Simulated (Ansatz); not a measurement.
Given:

SiGe:
```
SiGe
1.0
    3.90429     0.00000     0.00000
   -1.95214     3.38121     0.00000
    0.00000     0.00000     6.45390
Ge Si
2 2
Cartesian
  1.95214   1.12707   6.45117
  0.00000   2.25414   3.22422
  1.95214   1.12707   4.03771
  0.00000   2.25414   0.81076
```

This is the r²SCAN-relaxed structure. x, y and z are the axes in which the lattice vectors are written.

Task: All from r²SCAN (plane waves, PAW; program Ansatz), unless another level is named. Predict the hole effective mass, band 2 of 2 at the edge.

Result: 0.081 along x, 0.50 along z (mₑ).

Task: And the formation energy from the elements (no fitted shifts)?

Result: 0.027 eV/atom.

Task: Next, the conduction-band minimum?

Result: at M (3 equivalent valleys).

Task: And the valence-band maximum?

Result: at Γ.

Space group P6_3mc (wurtzite). A made-up cell: these elements were put on the sites of a structure type; the Crystallography Open Database copy checked does not list it. Whether it is the stable phase at ambient conditions was not checked. The r²SCAN relaxation kept the symmetry of its start; whether a distortion lowers the energy is not shown. The references are the lowest solids computed at this level, not always the standard phases. Scalar-relativistic: spin–orbit coupling is off unless named, which matters more the heavier the elements.

Potentials: the later of the program's two PAW sets.

Edges and masses are those of Kohn–Sham bands, whose gap is no quasiparticle gap.
